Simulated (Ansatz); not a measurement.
Consider the following.

CoLiO2:
```xyz
4
Lattice="2.7952 0.0000 0.0000 -1.3976 2.4207 0.0000 0.0000 0.0000 4.7923" Properties=species:S:1:pos:R:3 pbc="T T T"
O      1.3976     0.8069     3.7516
Co     0.0000     0.0000     0.0000
O      0.0000     1.6138     1.0407
Li     0.0000     0.0000     2.3961
```

This is the PBE+D3(BJ)-relaxed structure. Tensor components refer to the Cartesian frame of this cell.

Question: All from DFT-PBE+D3(BJ) in the program Ansatz with PAW potentials, unless another level is named. Estimate the electron effective mass.

Answer: 0.79, 1.5, 1.5 mₑ (principal values).

Question: What about the weight of the valence-edge state by species (Voronoi cells)?

Answer: Co 73 %, O 26 %.

Question: Predict the valence-band maximum.

Answer: off the standard path, at k = (0.000, 0.229, 0.401).

Question: What about the weight of the conduction-edge state by species (Voronoi cells)?

Answer: Co 71 %, O 24 %, Li 6 %.

Space group P-3m1. The cell is a constructed one: a structure type filled with these elements; neither database checked (COD, Materials Project) lists it. COD files the formula under space group No. 166, so this cell is another polymorph or a model. Its standing as an ambient phase is unchecked. The cell was relaxed with PBE+D3(BJ) under the symmetry of its start; of distortions, only those at the zone centre were tested. The workflow began spin-polarised and lost its moments. No Hubbard U is applied.

Potentials: the later of the program's two PAW sets.

Edges and masses are those of Kohn–Sham bands, whose gap is no quasiparticle gap.
